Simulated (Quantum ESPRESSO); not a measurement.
ZnAl2F7Cl, one run as intended and one with a planted mistake

Computed values, not a measurement. The program is pw.x of Quantum ESPRESSO 7.5 (plane-wave density functional theory). The cell is made up: 11 atoms on a rutile lattice with one site empty, with randomly drawn elements, strain and displacements, not relaxed. PseudoDojo standard norm-conserving files (v0.5 for PBE, v0.4.1 for LDA and PBEsol) set the functional; there is no spin polarisation, spin-orbit coupling or dispersion term, and the masses in the input are unused placeholders.

Intended input:

```
&control calculation='scf', pseudo_dir='./dojo.nc.sr.pbe.v0_5.standard.upf', outdir='./o', disk_io='medium', tprnfor=.true., tstress=.true. /
&system ibrav=0, nat=11, ntyp=4, nbnd=47, ecutwfc=84.00895049, nosym=.true., tot_charge=0,
 occupations='smearing', smearing='fd', degauss=0.0018374661
/
&electrons conv_thr=7.350e-09, electron_maxstep=60, /
ATOMIC_SPECIES
Al 1.0 Al.upf
Cl 1.0 Cl.upf
F 1.0 F.upf
Zn 1.0 Zn.upf
CELL_PARAMETERS angstrom
4.678 0.0 0.0
0.0 4.678 0.0
0.0 0.0 6.2373
ATOMIC_POSITIONS angstrom
Zn -0.0019 -0.0117 -0.0129
Al 2.3524 2.3405 1.4208
Al 0.0137 0.021 3.1561
F 1.4256 1.3787 -0.0313
F 3.2473 3.2878 0.008
F 3.7657 0.9194 1.6031
F 0.8294 3.7563 1.6011
F 1.433 1.4339 3.1101
F 3.2994 3.2217 3.0807
F 3.7884 0.9183 4.6476
Cl 0.8909 3.7502 4.6769
K_POINTS automatic
5 5 4 1 1 1
```

The log is shortened where brackets say so; the opening notice, blank lines, dates and the lines on written files are dropped, and the path of the files is cut. It prints rydbergs, bohrs and kilobars, and counts compression as positive stress. Where no state is partly filled, the Fermi energy that it prints is only some level between the filled and the empty states on the mesh, and need not lie in the true gap.

Log of the intended run:

```
     Program PWSCF v.7.5
     Parallel version (MPI & OpenMP), running on       1 processor cores
     Number of MPI processes:                 1
     Threads/MPI process:                     1
     [start-up lines left out]
     bravais-lattice index     =            0
     lattice parameter (alat)  =       8.8401  a.u.
     unit-cell volume          =     921.1146 (a.u.)^3
     number of atoms/cell      =           11
     number of atomic types    =            4
     number of electrons       =        82.00
     number of Kohn-Sham states=           47
     kinetic-energy cutoff     =      84.0090  Ry
     charge density cutoff     =     336.0358  Ry
     scf convergence threshold =      7.3E-09
     mixing beta               =       0.7000
     number of iterations used =            8  plain     mixing
     Exchange-correlation= PBE
                           (   1   4   3   4   0   0   0)
     [axes and pseudopotential details left out]
   Cartesian axes
     site n.     atom                  positions (alat units)
         1        Zn     tau(   1) = (  -0.0004062  -0.0025011  -0.0027576  )
         2        Al     tau(   2) = (   0.5028645   0.5003206   0.3037195  )
         3        Al     tau(   3) = (   0.0029286   0.0044891   0.6746687  )
         4        F      tau(   4) = (   0.3047456   0.2947200  -0.0066909  )
         5        F      tau(   5) = (   0.6941642   0.7028217   0.0017101  )
         6        F      tau(   6) = (   0.8049808   0.1965370   0.3426892  )
         7        F      tau(   7) = (   0.1772980   0.8029714   0.3422617  )
         8        F      tau(   8) = (   0.3063275   0.3065199   0.6648354  )
         9        F      tau(   9) = (   0.7053014   0.6886917   0.6585507  )
        10        F      tau(  10) = (   0.8098333   0.1963018   0.9935015  )
        11        Cl     tau(  11) = (   0.1904446   0.8016674   0.9997649  )
     number of k points=    50  Fermi-Dirac smearing, width (Ry)=  0.0018
                       cart. coord. in units 2pi/alat
        k(    1) = (   0.1000000   0.1000000   0.0937505), wk =   0.0400000
        k(    2) = (   0.1000000   0.1000000   0.2812515), wk =   0.0400000
     [further k points left out]
     Dense  grid:    95809 G-vectors     FFT dimensions: (  54,  54,  72)
     Estimated max dynamical RAM per process >     142.17 MB
     Initial potential from superposition of free atoms
     starting charge      81.9949, renormalised to      82.0000
     Starting wfcs are   50 randomized atomic wfcs
     total cpu time spent up to now is       14.5 secs
     per-process dynamical memory:   107.5 Mb
     Self-consistent Calculation
     iteration #  1     ecut=    84.01 Ry     beta= 0.70
     Davidson diagonalization with overlap
     ethr =  1.00E-02,  avg # of iterations =  4.0
     total cpu time spent up to now is       48.1 secs
     total energy              =    -805.63667066 Ry
     estimated scf accuracy    <       1.26757290 Ry
     iteration #  2     ecut=    84.01 Ry     beta= 0.70
     Davidson diagonalization with overlap
     ethr =  1.55E-03,  avg # of iterations =  2.0
     total cpu time spent up to now is       82.9 secs
     total energy              =    -805.95397300 Ry
     estimated scf accuracy    <       1.12273499 Ry
     [iterations 3 to 8 left out]
     iteration #  9     ecut=    84.01 Ry     beta= 0.70
     Davidson diagonalization with overlap
     ethr =  6.07E-10,  avg # of iterations =  2.0
     total cpu time spent up to now is      358.0 secs
     total energy              =    -806.18865594 Ry
     estimated scf accuracy    <       0.00000004 Ry
     iteration # 10     ecut=    84.01 Ry     beta= 0.70
     Davidson diagonalization with overlap
     ethr =  4.62E-11,  avg # of iterations =  2.2
     total cpu time spent up to now is      391.8 secs
     End of self-consistent calculation
     [lines on levels left out]
     the Fermi energy is     5.9505 ev
!    total energy              =    -806.18865595 Ry
     estimated scf accuracy    <          2.9E-09 Ry
     smearing contrib. (-TS)   =       0.00000000 Ry
     internal energy E=F+TS    =    -806.18865595 Ry
     The total energy is F=E-TS. E is the sum of the following terms:
     one-electron contribution =    -593.76629032 Ry
     hartree contribution      =     337.52032907 Ry
     xc contribution           =    -136.09305546 Ry
     ewald contribution        =    -413.84963925 Ry
     convergence has been achieved in  10 iterations
     Forces acting on atoms (cartesian axes, Ry/au):
     atom    1 type  4   force =    -0.06681348    0.07407571    0.03517656
     atom    2 type  1   force =     0.00211263   -0.00317523    0.00225684
     atom    3 type  1   force =    -0.08656098    0.08661191   -0.02867700
     atom    4 type  3   force =     0.04877028    0.05783961    0.11373608
     atom    5 type  3   force =    -0.05645596   -0.05105909    0.10527524
     atom    6 type  3   force =    -0.02167352    0.02220137    0.03575486
     atom    7 type  3   force =     0.03991733   -0.02406952    0.04603644
     atom    8 type  3   force =    -0.02364108   -0.02302758   -0.10176836
     atom    9 type  3   force =     0.00279876    0.02666173   -0.09793346
     atom   10 type  3   force =    -0.00038898   -0.00117736   -0.07065999
     atom   11 type  2   force =     0.16193501   -0.16488156   -0.03919720
     Total force =     0.388318     Total SCF correction =     0.000142
     Computing stress (Cartesian axis) and pressure
          total   stress  (Ry/bohr**3)                   (kbar)     P=      -10.01
   0.00003297  -0.00054215   0.00004624            4.85      -79.75        6.80
  -0.00054215   0.00003381  -0.00010082          -79.75        4.97      -14.83
   0.00004624  -0.00010082  -0.00027090            6.80      -14.83      -39.85
     init_run     :     14.12s CPU     14.40s WALL (       1 calls)
     electrons    :    362.83s CPU    377.26s WALL (       1 calls)
     forces       :      6.36s CPU      6.43s WALL (       1 calls)
     stress       :     22.28s CPU     22.37s WALL (       1 calls)
     [timing details left out]
     PWSCF        :   6m45.85s CPU   7m 1.06s WALL
     JOB DONE.
```

A second run has one planted mistake: the self-consistency threshold is too loose. The input lines that differ, file-writing options aside:

```
- &electrons conv_thr=7.350e-09, electron_maxstep=60, /
+ &electrons conv_thr=6.615e-02, electron_maxstep=60, /
```

Its log:

```
     Program PWSCF v.7.5
     Parallel version (MPI & OpenMP), running on       4 processor cores
     Number of MPI processes:                 4
     Threads/MPI process:                     1
     [start-up lines left out]
     bravais-lattice index     =            0
     lattice parameter (alat)  =       8.8401  a.u.
     unit-cell volume          =     921.1146 (a.u.)^3
     number of atoms/cell      =           11
     number of atomic types    =            4
     number of electrons       =        82.00
     number of Kohn-Sham states=           47
     kinetic-energy cutoff     =      84.0090  Ry
     charge density cutoff     =     336.0358  Ry
     scf convergence threshold =      6.6E-02
     mixing beta               =       0.7000
     number of iterations used =            8  plain     mixing
     Exchange-correlation= PBE
                           (   1   4   3   4   0   0   0)
     [axes and pseudopotential details left out]
   Cartesian axes
     site n.     atom                  positions (alat units)
         1        Zn     tau(   1) = (  -0.0004062  -0.0025011  -0.0027576  )
         2        Al     tau(   2) = (   0.5028645   0.5003206   0.3037195  )
         3        Al     tau(   3) = (   0.0029286   0.0044891   0.6746687  )
         4        F      tau(   4) = (   0.3047456   0.2947200  -0.0066909  )
         5        F      tau(   5) = (   0.6941642   0.7028217   0.0017101  )
         6        F      tau(   6) = (   0.8049808   0.1965370   0.3426892  )
         7        F      tau(   7) = (   0.1772980   0.8029714   0.3422617  )
         8        F      tau(   8) = (   0.3063275   0.3065199   0.6648354  )
         9        F      tau(   9) = (   0.7053014   0.6886917   0.6585507  )
        10        F      tau(  10) = (   0.8098333   0.1963018   0.9935015  )
        11        Cl     tau(  11) = (   0.1904446   0.8016674   0.9997649  )
     number of k points=    50  Fermi-Dirac smearing, width (Ry)=  0.0018
                       cart. coord. in units 2pi/alat
        k(    1) = (   0.1000000   0.1000000   0.0937505), wk =   0.0400000
        k(    2) = (   0.1000000   0.1000000   0.2812515), wk =   0.0400000
     [further k points left out]
     Dense  grid:    95809 G-vectors     FFT dimensions: (  54,  54,  72)
     Estimated max dynamical RAM per process >     253.83 MB
     Estimated total dynamical RAM >     945.16 MB
     Initial potential from superposition of free atoms
     starting charge      81.9949, renormalised to      82.0000
     Starting wfcs are   50 randomized atomic wfcs
     total cpu time spent up to now is        3.4 secs
     per-process dynamical memory:   202.8 Mb
     Self-consistent Calculation
     iteration #  1     ecut=    84.01 Ry     beta= 0.70
     Davidson diagonalization with overlap
     ethr =  1.00E-02,  avg # of iterations =  4.1
     total cpu time spent up to now is       10.8 secs
     total energy              =    -805.63649198 Ry
     estimated scf accuracy    <       1.26766281 Ry
     iteration #  2     ecut=    84.01 Ry     beta= 0.70
     Davidson diagonalization with overlap
     ethr =  1.55E-03,  avg # of iterations =  2.0
     total cpu time spent up to now is       18.1 secs
     total energy              =    -805.95397948 Ry
     estimated scf accuracy    <       1.12282769 Ry
     iteration #  3     ecut=    84.01 Ry     beta= 0.70
     Davidson diagonalization with overlap
     ethr =  1.37E-03,  avg # of iterations =  2.0
     total cpu time spent up to now is       24.8 secs
     End of self-consistent calculation
     [lines on levels left out]
     the Fermi energy is     6.1514 ev
!    total energy              =    -806.17683215 Ry
     estimated scf accuracy    <       0.02355434 Ry
     smearing contrib. (-TS)   =       0.00000000 Ry
     internal energy E=F+TS    =    -806.17683215 Ry
     The total energy is F=E-TS. E is the sum of the following terms:
     one-electron contribution =    -593.84624557 Ry
     hartree contribution      =     337.58147137 Ry
     xc contribution           =    -136.06241871 Ry
     ewald contribution        =    -413.84963925 Ry
     convergence has been achieved in   3 iterations
     Forces acting on atoms (cartesian axes, Ry/au):
     atom    1 type  4   force =    -0.06363242    0.06955066    0.04989850
     atom    2 type  1   force =     0.00090981   -0.00077385    0.00111450
     atom    3 type  1   force =    -0.08570862    0.08563007   -0.03753927
     atom    4 type  3   force =     0.05224466    0.06503332    0.11603940
     atom    5 type  3   force =    -0.06325528   -0.05484989    0.10659105
     atom    6 type  3   force =    -0.02208663    0.02206472    0.03232726
     atom    7 type  3   force =     0.03883264   -0.02288279    0.04532411
     atom    8 type  3   force =    -0.02936485   -0.02543223   -0.09947213
     atom    9 type  3   force =     0.00577160    0.03119732   -0.09663229
     atom   10 type  3   force =     0.00860080   -0.00984701   -0.07906571
     atom   11 type  2   force =     0.15768829   -0.15969033   -0.03858541
     Total force =     0.390376     Total SCF correction =     0.279673
     SCF correction compared to forces is large: reduce conv_thr to get better values
     Computing stress (Cartesian axis) and pressure
          total   stress  (Ry/bohr**3)                   (kbar)     P=      -37.58
  -0.00017766  -0.00064236   0.00003876          -26.13      -94.49        5.70
  -0.00064236  -0.00017550  -0.00008785          -94.49      -25.82      -12.92
   0.00003876  -0.00008785  -0.00041331            5.70      -12.92      -60.80
     init_run     :      3.24s CPU      3.35s WALL (       1 calls)
     electrons    :     21.18s CPU     21.39s WALL (       1 calls)
     forces       :      1.36s CPU      1.38s WALL (       1 calls)
     stress       :      4.37s CPU      4.37s WALL (       1 calls)
     [timing details left out]
     PWSCF        :     30.25s CPU     30.66s WALL
     JOB DONE.
```

|  | intended run | run with the mistake |
| --- | --- | --- |
| free energy (eV) | -10968.755 | -10968.595 |
| smearing term -TS (eV) | 0.0000 | 0.0000 |
| pressure (GPa) | -1.00 | -3.76 |
| largest force component (eV/Å) | 4.239 | 4.106 |
| largest change of a force component (eV/Å) |  | 0.379 |
| iterations | 10 | 3 |

For scale, a rerun of the intended cell at 1437 eV and a 7 x 7 x 6 mesh moved values by no more than 0.004 eV in energy, 0.02 GPa in stress and 0.002 eV/Å in force.